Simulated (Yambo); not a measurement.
MgI$_{2}$ (CdI2 type, space group P-3m1, No. 164), G0W0@PBEsol in Yambo with this input:

```
rim_cut
gw0
dyson
el_el_corr
HF_and_locXC
ppa
em1d
RandQpts= 1000000
RandGvec= 1 Ry
EXXRLvcs= 84 Ry
VXCRLvcs= 336 Ry
Chimod= "HARTREE"
% BndsRnXp
 5 | 191 |
%
NGsBlkXp= 8 Ry
% LongDrXp
 1.0 | 1.0 | 1.0 |
%
PPAPntXp= 27.2114 eV
% GbndRnge
 1 | 191 |
%
GTermKind= "BG"
DysSolver= "n"
ExtendOut
```

On a 3×3×2 mesh, with wavefunctions cut at 84 Ry, the gap (Γ → Γ) is 5.338 eV and the valence edge shifts by -1.118 eV.

Question: What happens with this change: 83 bands in W?

Answer: The gap falls by 0.053 eV, to 5.285 eV; the shift of the valence edge becomes -0.974 eV. Neither run is shown to be the converged limit. The mesh misses a band edge: along a dense path the PBEsol gap is 3.45 eV against 3.62 eV on the mesh.

Spin-orbit coupling is not included.

Geometry relaxed with PBE+D3(BJ); primitive cell a = b = 4.126 Å, c = 6.827 Å, α = β = 90.00°, γ = 120.00°.

A shift is the quasiparticle energy of the state minus its PBEsol energy.
